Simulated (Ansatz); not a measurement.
Level of theory: Ansatz 0.2.0, DFT PBE, scalar-relativistic, plane waves, PAW. All cells share a 420 eV cutoff and Γ-centred k meshes spaced about 0.3 Å⁻¹ or finer (0.25 for metals, 2π included). No spin polarisation.

These are static total energies at zero pressure.

Two forms of Ti2RuC3 were relaxed alike.

1.

```
Ti Ru C
1.0
    -1.54459    2.16912    4.48136
     1.54459   -2.16912    4.48136
     1.54459    2.16912   -4.48136
Ti Ru C
2 1 3
Direct
  0.33186 0.33186 0.00000
  0.66814 0.66814 0.00000
  0.00000 0.00000 0.00000
  0.16882 0.66882 0.50000
  0.83118 0.33118 0.50000
  0.50000 0.00000 0.50000
```

2.

```
Ti Ru C
1.0
     3.10830    0.00000    0.00000
    -1.55415    2.69187    0.00000
     0.00000    0.00000    7.21988
Ti Ru C
2 1 3
Direct
  0.33333 0.66667 0.67332
  0.66667 0.33333 0.32668
  0.00000 0.00000 0.00000
  0.00000 0.00000 0.50000
  0.33333 0.66667 0.15981
  0.66667 0.33333 0.84019
```

Problem. Which placement of the atoms is lower in energy, and by how much?

Solution. They are level within the accuracy (under 1 meV/atom apart). The two share one framework of sites and differ in which element sits where. Cell 1 has Ti and Ru ordered on rock salt sites, space group Immm (No. 71), 10.0 Å³/atom and no gap on its mesh; cell 2 has Ti and Ru ordered on rock salt sites, space group P-3m1 (No. 164), 10.1 Å³/atom and no gap. Counting C atoms around Ru and Ti (those within 1.25 times the shortest such distance or 1.15 times the sum of covalent radii), cell 1 and cell 2 both have Ti 6, Ru 6. Both come from trial cells of a structure search, whose lowest cell (P2_1/m, 10.1 Å³/atom) lies 17 meV/atom below the lower of the two.

The k mesh leaves some 4 meV/atom of noise in the energy of each metallic cell. Trial moments fell under 0.15 μB along the way in Immm and P-3m1; another start might hold them. With atoms moved at random, cell 2 (by 17 meV/atom) fell into a lower structure. Cell 1 had no clear such test and can be a saddle point.
